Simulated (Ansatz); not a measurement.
The guess for Be₃TeO₂ was made by a generator: random cell by space group and Wyckoff sites (P4mm, No. 99). Lengths were set from tabulated atomic sizes, so they are only a guess.

```yaml
crystal:
  lattice:
    - [4.50943, 0.00000, 0.00000]
    - [0.00000, 4.50943, 0.00000]
    - [0.00000, 0.00000, 4.23835]
  atoms:
    - { symbol: Be, position: [0.00000, 0.50000, 0.89376] }
    - { symbol: Be, position: [0.50000, 0.00000, 0.89376] }
    - { symbol: Be, position: [0.50000, 0.50000, 0.89058] }
    - { symbol: Te, position: [0.00000, 0.00000, 0.66199] }
    - { symbol: O, position: [0.50000, 0.50000, 0.30041] }
    - { symbol: O, position: [0.50000, 0.50000, 0.61916] }
```

Computed with DFT PBE, scalar-relativistic, plane waves, PAW in Ansatz 0.2.0. Cutoff 420 eV, Gaussian smearing, Γ-centred meshes. Cell and atoms relax first on a coarse mesh and then on a converged one. In between, the cell is made exact in the group found at 0.06 Å. The steps can't lower the symmetry of their start. No spin polarisation.

A guess keeps its type if space group and coordination stay and the shape of the cell changes little (axis ratios within about 15 %, angles within 6°); the volume may change.

Q: Does this structure survive the relaxation?

A: It doesn't keep its type. The symmetry stays P4mm (No. 99). The volume per atom shrinks by 4.8 %, from 14.4 to 13.7 Å³. The shortest distance goes from 1.15 Å (Be–O) to 1.44 Å (Be–O). The ratio c/a of the conventional cell changes by a factor of 1.48. Counting neighbours within 15 % of an atom's shortest distance, the start has Be 1/6, O 1, Te 4 and the end Be 2, O 1, Te 8. In detail, at the end around Be on a site of symmetry 2mm lie 2 O at 1.97 Å and 2 Te at 2.50 Å; Te has 4 Be at 2.50 Å, 4 Be at 2.77 Å, 4 O at 3.03 Å and 4 O at 3.28 Å; O on its first site has 1 Be at 1.63 Å, 4 Be at 1.97 Å, 1 O at 2.36 Å and 4 Te at 3.03 Å; 2 more sites not described.

```
Be Te O
1.0
     3.88929    0.00000    0.00000
     0.00000    3.88929    0.00000
     0.00000    0.00000    5.42520
Be Te O
3 1 2
Direct
  0.00000 0.50000 0.09629
  0.50000 0.00000 0.09629
  0.50000 0.50000 0.74194
  0.00000 0.00000 0.80691
  0.50000 0.50000 0.04165
  0.50000 0.50000 0.47659
```

Energies over the elements count from the elements' standard structures at the same level (O₂ as a molecule), with no fitted energy shifts.

Q: At what energy does it end?

A: −0.525 eV/atom.

The last run used an 8×8×6 mesh (in the run's order of axes) for its 6-atom cell and Gaussian smearing of 0.02 eV. No dispersion correction is applied, so the spacing and binding between layers, chains or molecules are poorly described. These runs have no spin–orbit coupling, which can matter for Te. The reference form of Te is held partly by dispersion forces, which this level lacks. A structure relaxed within its symmetry needn't be a true minimum. Another cell of Be3TeO2 relaxed alike, in P6/mmm, lies 0.92 eV/atom lower, so this cell isn't the stable form at this level.

In counts of neighbours, a slash parts the counts of unlike sites.
